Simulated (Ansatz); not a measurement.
Input:

CoLi₅Nb₅O₁₈Ti:
```
CELL_PARAMETERS angstrom
      5.12732     0.00000     0.00000
     -2.56366     4.44039     0.00000
      0.00000     0.00000    13.84663
ATOMIC_POSITIONS crystal
  Co 0.00000 0.00000 0.20994
  Li 0.66667 0.33333 0.04504
  Li 0.66667 0.33333 0.55813
  Li 0.33333 0.66667 0.38718
  Li 0.33333 0.66667 0.88926
  Li 0.00000 0.00000 0.72364
  Nb 0.33333 0.66667 0.16308
  Nb 0.66667 0.33333 0.33890
  Nb 0.00000 0.00000 0.50454
  Nb 0.33333 0.66667 0.67080
  Nb 0.66667 0.33333 0.83744
  O  0.03034 0.71241 0.10476
  O  0.68207 0.96966 0.10476
  O  0.00813 0.36960 0.26990
  O  0.28759 0.31793 0.10476
  O  0.36148 0.99187 0.26990
  O  0.63040 0.63852 0.26990
  O  0.70162 0.04409 0.43559
  O  0.34247 0.29838 0.43559
  O  0.67618 0.71147 0.60205
  O  0.95591 0.65753 0.43559
  O  0.03529 0.32382 0.60205
  O  0.28853 0.96471 0.60205
  O  0.36936 0.37851 0.76833
  O  0.00915 0.63064 0.76833
  O  0.34106 0.04593 0.93534
  O  0.62149 0.99085 0.76833
  O  0.70487 0.65894 0.93534
  O  0.95407 0.29513 0.93534
  Ti 0.00000 0.00000 0.99211
```
Starting moments (μB, in the order of the atoms Co Li Li Li Li Li Nb Nb Nb Nb Nb O O O O O O O O O O O O O O O O O O Ti): 2.6 0.0 0.0 0.0 0.0 0.0 0.0 0.0 0.0 0.0 0.0 0.1 0.1 0.1 0.1 0.1 0.1 0.0 0.0 0.0 0.0 0.0 0.0 0.0 0.0 0.0 0.0 0.0 0.0 0.0.

This is the r²SCAN-relaxed structure.

Question: All from DFT-r²SCAN in the program Ansatz with PAW potentials, unless another level is named. Give the electron effective mass.

Answer: 3.4, 3.4, 9.7 mₑ (principal values).

Question: Next, the smallest direct gap on the standard path?

Answer: 1.58 eV.

Question: Predict the valence-band maximum.

Answer: at L.

Space group P3. The start of the workflow was typed in or built on a structure type; neither database checked (COD, Materials Project) lists it. Its standing as an ambient phase is unchecked. The r²SCAN relaxation kept the symmetry of its start; its stability against distortions is not shown here. The final state is ferromagnetic, the only order run, not a proven ground state. Other orbital occupations within this spin state were not tried. No Hubbard U is applied. Scalar-relativistic: spin–orbit coupling is off unless named, which matters more the heavier the elements.

Potentials: the later of the program's two PAW sets.
